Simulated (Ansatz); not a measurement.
input.yaml

```yaml
crystal:
  lattice:
    - [3.7299802366, 0.0, 0.0]
    - [0.0, 3.7299802366, 0.0]
    - [0.0, 0.0, 3.7299802366]
  atoms:
    - { symbol: Al, position: [0.0, 0.5, 0.5] }
    - { symbol: Al, position: [0.5, 0.0, 0.5] }
    - { symbol: Al, position: [0.5, 0.5, 0.0] }
    - { symbol: Cu, position: [0.0, 0.0, 0.0] }
basis:
  ecutwfc: 420
kpoints:
  mp_grid: { grid: [12, 12, 12] }
hamiltonian:
  xc: pbesol
scf:
  occupations: { method: gaussian, width: 0.1 }
output:
  forces: true
  stress: true
  eigenvalues: true
```

Launched with
```bash
ansatz run input.yaml --threads 1 --pin off --max-ram 2560MiB --backend cpu --events-out ev --progress --plain --runs-dir out
```

Level of theory: DFT PBEsol, scalar-relativistic, plane waves, PAW (Ansatz 0.2.0).

Part of what the program printed, abridged (iterations and final results):

```
SCF iter   1: F=—  HF=-8162.220353 eV  |F-HF|=—  |Δ(HF+E_count)|=         —  Δρ=6.81e-3  dr2=1.23e-2  ethr=1.77e-3  ⟨swp⟩=6.1  Hψ=8241  notcnv=0
SCF iter   2: F=—  HF=-8162.217111 eV  |F-HF|=—  |Δ(HF+E_count)|=   3.24e-3  Δρ=1.53e-3  dr2=2.66e-3  ethr=4.38e-5  ⟨swp⟩=2.4  Hψ=3275  notcnv=0
SCF iter   3: F=—  HF=-8162.216622 eV  |F-HF|=—  |Δ(HF+E_count)|=   4.90e-4  Δρ=1.17e-3  dr2=9.99e-4  ethr=9.50e-6  ⟨swp⟩=1.0  Hψ=1505  notcnv=0
SCF iter   4: F=—  HF=-8162.216292 eV  |F-HF|=—  |Δ(HF+E_count)|=   3.30e-4  Δρ=2.17e-4  dr2=1.69e-5  ethr=3.57e-6  ⟨swp⟩=2.0  Hψ=2295  notcnv=0
SCF iter   5: F=—  HF=-8162.216338 eV  |F-HF|=—  |Δ(HF+E_count)|=   4.54e-5  Δρ=4.64e-5  dr2=1.18e-6  ethr=6.03e-8  ⟨swp⟩=2.8  Hψ=2417  notcnv=0
SCF iter   6: F=-8162.216338 eV  HF=-8162.216338 eV  |F-HF|=5.19e-9  |Δ(HF+E_count)|=   1.26e-7  Δρ=6.09e-6  dr2=1.23e-8  ethr=3.57e-10  ⟨swp⟩=3.8  Hψ=6295  notcnv=0
SCF 1 converged in 6 iterations: F = -8162.216338 eV  dr2 = 1.23e-8
SCF converged after 6 iterations
Free energy (F): -8162.216338 eV
Harris-Foulkes:  -8162.216338 eV  (|F-HF|=5.19e-9)
Internal energy: -8162.210818 eV  (E = F + TS)
E sigma→0 (E₀):  -8162.213578 eV
Entropy (-TS):   -0.005520 eV (-1.380 meV/atom)
Fermi energy:    11.960057 eV
--- Per-component energies (eV) ---
  E_band       = -410.531299
  E_kinetic    = 378.813182
  E_local      = -5836.221361  (includes V_loc(G=0)·N_el)
  E_nonlocal   = 420.035179
  E_hartree    = 2645.423169
  E_xc         = -212.361804
  E_vxc        = -209.464526  (∫ρ·V_xc dr)
  E_paw        = -2987.928596  (= ΣΔE_a)
  E_vpaw       = -454.541934  (= ΣTr[D̂ρ^β])
  E_aug_tail   = 0.000216  (compensation charges beyond the density's cutoff)
  E_ewald      = -2570.234422
  E_core_change = 0.263619  (= ΣΔE_core)
  E_smearing   = -0.005520  (= −TS)
--- Forces (eV/Å), atoms counted from 1 ---
  atom   1  Al     0.00000000     0.00000000     0.00000000
  atom   2  Al     0.00000000     0.00000000     0.00000000
  atom   3  Al     0.00000000     0.00000000     0.00000000
  atom   4  Cu     0.00000000     0.00000000     0.00000000
--- Stress (GPa, compression-positive) ---
       16.961003       0.000000       0.000000
        0.000000      16.961003       0.000000
        0.000000       0.000000      16.961003
  P = ⅓ Tr σ = 16.9610 GPa (169.610 kbar)
--- Band table (eV; the first three rows and the last of 84) ---
  k-point 0: bands = ["-101.5422", "-59.0552", "-59.0552", "-59.0552", "-0.2831", "7.0294", "7.0294", "7.8798", "7.8798", "7.8798", "9.2543", "9.2543", "9.2543", "11.0953", "12.8332", "12.8332", "19.1659", "19.1659"]
  k-point 1: bands = ["-101.5422", "-59.0552", "-59.0552", "-59.0552", "-0.2087", "6.9076", "7.0448", "7.8288", "7.8288", "7.8828", "8.7208", "9.3719", "9.3719", "11.4504", "12.8767", "13.3020", "17.8917", "17.8917"]
  k-point 2: bands = ["-101.5422", "-59.0553", "-59.0552", "-59.0552", "0.0139", "6.3541", "7.0870", "7.7146", "7.7146", "7.8910", "8.1514", "9.6869", "9.6869", "11.7705", "13.0100", "14.5978", "16.5457", "16.5457"]
  k-point 83: bands = ["-101.5423", "-59.0555", "-59.0555", "-59.0555", "6.1021", "6.1021", "6.1021", "6.4188", "7.4245", "7.4245", "7.4245", "8.1540", "8.1540", "9.1341", "10.1166", "10.1166", "10.1166", "24.7610"]
```

The run converged.

The run took 2.8 s on 1 thread of Intel(R) Xeon(R) 6975P-C (Granite Rapids), on a shared host, peak memory 0.37 GiB.